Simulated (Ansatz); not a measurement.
Consider a crystal of Mg₅Se in space group Cmmm (No. 65), with Mg on 8n and 2c; Se on 2a.

Method: DFT PBE, scalar-relativistic, plane waves, PAW (Ansatz 0.2.0). Cutoff 420 eV, Γ-centred mesh, Gaussian smearing, no spin polarisation.

Formation energies are uncorrected and refer to the elements' standard structures at the same level.

Problem. Predict the relaxed structure.

Solution.

Space group Cmmm (No. 65). a = 5.142 Å, b = 9.018 Å, c = 7.326 Å, α = 90.00°, β = 90.00°, γ = 90.00°
```tsv
atom	site	symmetry	x	y	z
Mg	8n	m..	0.0000	0.1671	0.2948
Mg	2c	mmm	0.5000	0.0000	0.5000
Se	2a	mmm	0.0000	0.0000	0.0000
```

Mg on a site of symmetry m has 1 Se at 2.63 Å, 4 Mg at 2.97–3.01 Å and 3 Mg at 3.34–3.36 Å; Mg on a site of symmetry mmm is surrounded by 12 Mg at 3.34–3.36 Å; Se is surrounded by 4 Mg at 2.63 Å. Another local minimum with the same sites may exist.

Problem. Where does its energy lie, and is it a metal?

Solution. The formation energy is −0.05 eV/atom and the gap on the 8×8×6 mesh of the 6-atom cell is 0 eV (a metal). A negative formation energy is needed for stability but isn't enough: competing phases decide.

The last run used Gaussian smearing of 0.10 eV. The reference form of Se is held partly by dispersion forces, which this level lacks. A structure relaxed within its symmetry needn't be a true minimum.
